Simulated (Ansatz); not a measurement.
Relaxed (100) slab cut from Sc (space group P6_3/mmc (No. 194)); the slab's formula is Sc, its outer planes Sc (top) and Sc (bottom):

```xyz
8
Lattice="3.2769 0.0000 0.0000 0.0000 5.0825 0.0000 0.0000 0.0000 24.4597" Properties=species:S:1:pos:R:3 pbc="T T T"
Sc    0.0000    3.8119    7.5711
Sc    1.6385    1.2706    8.5747
Sc    1.6385    3.8119   10.2758
Sc    0.0000    1.2706   11.2750
Sc    0.0000    3.8119   13.1846
Sc    1.6385    1.2706   14.1838
Sc    1.6385    3.8119   15.8850
Sc    0.0000    1.2706   16.8885
```

Computed with Ansatz, DFT PBEsol, scalar-relativistic, plane waves, PAW. Settings: cutoff 420 eV, Γ-centred mesh 11×7×1 on the computed 8-atom cell, Gaussian smearing of 0.10 eV; no spin polarisation. A dipole correction removes the field between periodic images along c.

The potential is the smooth part; its values at the atoms depend on the PAW datasets.

(1) How does the plane-averaged electrostatic potential energy of an electron run along c, counted from the Fermi level?

Results:

(1) z (Å), V (eV) and a bar:
```
     2.72       3.60 ##############################
     2.99       3.60 ##############################
     3.26       3.60 ##############################
     3.53       3.59 ##############################
     3.80       3.59 ##############################
     4.08       3.58 ##############################
     4.35       3.57 ##############################
     4.62       3.54 ##############################
     4.89       3.50 ##############################
     5.16       3.42 ##############################
     5.44       3.29 #############################
     5.71       3.07 #############################
     5.98       2.70 ############################
     6.25       2.09 ##########################
     6.52       1.07 ########################
     6.79      -0.71 ###################
     7.07      -3.39 #############
     7.34      -6.45 #####
     7.61      -8.38 #
     7.88      -8.68
     8.15      -8.46 #
     8.42      -8.27 #
     8.70      -6.99 ####
     8.97      -4.58 ##########
     9.24      -2.44 ###############
     9.51      -2.11 ################
     9.78      -3.70 ############
    10.06      -6.25 ######
    10.33      -7.98 ##
    10.60      -8.34 #
    10.87      -8.35 #
    11.14      -8.29 #
    11.41      -6.94 ####
    11.69      -4.32 ###########
    11.96      -1.87 #################
    12.23      -0.97 ###################
    12.50      -1.87 #################
    12.77      -4.32 ###########
    13.05      -6.94 ####
    13.32      -8.29 #
    13.59      -8.35 #
    13.86      -8.34 #
    14.13      -7.98 ##
    14.40      -6.25 ######
    14.68      -3.70 ############
    14.95      -2.11 ################
    15.22      -2.44 ###############
    15.49      -4.58 ##########
    15.76      -6.99 ####
    16.03      -8.27 #
    16.31      -8.46 #
    16.58      -8.68
    16.85      -8.38 #
    17.12      -6.45 #####
    17.39      -3.39 #############
    17.67      -0.71 ###################
    17.94       1.07 ########################
    18.21       2.09 ##########################
    18.48       2.70 ############################
    18.75       3.07 #############################
    19.02       3.29 #############################
    19.30       3.42 ##############################
    19.57       3.50 ##############################
    19.84       3.54 ##############################
    20.11       3.57 ##############################
    20.38       3.58 ##############################
    20.65       3.59 ##############################
    20.93       3.59 ##############################
    21.20       3.60 ##############################
    21.47       3.60 ##############################
    21.74       3.60 ##############################
```

The vacuum level lies 3.60 eV above the Fermi level.